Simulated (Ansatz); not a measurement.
## Zone-centre phonons of HfH₂ at 2 GPa: input and output

Level of theory: Ansatz, DFT LDA, scalar-relativistic, plane waves, PAW.

Launched with:
```bash
ansatz run input.yaml --threads 1 --pin off --max-ram 3072MiB --backend cpu --events-out ev --progress --plain --runs-dir out
```

Input (bare energies are in eV):
```yaml
crystal:
  lattice:
    - [-1.7111993957, 1.7111993957, 2.099765375]
    - [1.7111993957, -1.7111993957, 2.099765375]
    - [1.7111993957, 1.7111993957, -2.099765375]
  atoms:
    - { symbol: Hf, position: [0.0, 0.0, 0.0] }
    - { symbol: H, position: [0.75, 0.25, 0.5] }
    - { symbol: H, position: [0.25, 0.75, 0.5] }
basis:
  ecutwfc: 420
kpoints:
  mp_grid: { grid: [18, 18, 18] }
hamiltonian:
  xc: lda
scf:
  occupations: { method: fermi_dirac, width: 0.15 }
output:
  eigenvalues: true
phonons:
  method: dfpt
  eigenvectors: true
```

The end of the output:
```
--- Phonons (Γ-DFPT): 4 representative perturbations + reference, on 865 of 5832 k-points (Σ response iterations 13) ---
  k mesh reduced under 4 symmetry operations, with k and −k counted as one. Each operation leaves every solved displacement unchanged or reverses it
  ASR residual: 5.593e-4 → 0.000e0 eV/Å²; symmetrization residual: 3.419e-7 eV/Å²
  ASR residual per site (eV/Å²): 5.59e-4 8.40e-6 8.40e-6
  Γ frequencies (cm⁻¹): 0.00 0.00 0.00 1127.40 1127.40 1181.11 1297.73 1297.73 1399.77
  non-analytic LO–TO correction: not included (Born effective charges unavailable; polar crystals: no LO–TO splitting at Γ)
```

The run took 4.3 min on 1 thread of Intel(R) Xeon(R) Platinum 8259CL CPU @ 2.50GHz (Skylake/Cascade Lake), with other jobs on the host, peak memory 1.4 GiB.

In a metal, frequencies and elastic constants depend on the k mesh and the smearing, soft modes and shear constants most. Spin–orbit coupling is left out, which can shift energies with elements as heavy as these.